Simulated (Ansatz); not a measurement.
# AlGa: relaxed-ion elastic tensor

Theory: DFT PBE, scalar-relativistic, plane waves, PAW (Ansatz). Plane waves to 420 eV; Γ-centred k mesh 12×12×10; Fermi-Dirac smearing of 0.15 eV. No spin polarisation.

Relaxed structure:
```
Al Ga
1.0
     4.12606    0.00000    0.00000
    -2.06303    3.57327    0.00000
     0.00000    0.00000    5.35839
Al Ga
2 2
Direct
  0.00000 0.00000 0.00000
  0.00000 0.00000 0.50000
  0.33333 0.66667 0.25000
  0.66667 0.33333 0.75000
```

The structure comes from a generated guess, relaxed at this level; another structure or a mixture of phases may lie lower. In a metal, frequencies and elastic constants depend on the k mesh and the smearing, soft modes and shear constants most.

Problem. Give the relaxed-ion elastic constants (GPa, Voigt order xx yy zz yz xz xy, on the Cartesian axes of the cell above).

Solution.
C11 = 66.1, C12 = 58.9, C13 = 37.0, C22 = 66.1, C23 = 37.0, C33 = 109.9, C44 = 21.5, C55 = 21.5, C66 = 3.6 GPa; the others vanish.

Problem. Is the crystal stable against homogeneous strain?

Solution. Too close to call: the least eigenvalue is 3.6 GPa, within what the k mesh leaves open in a metal.
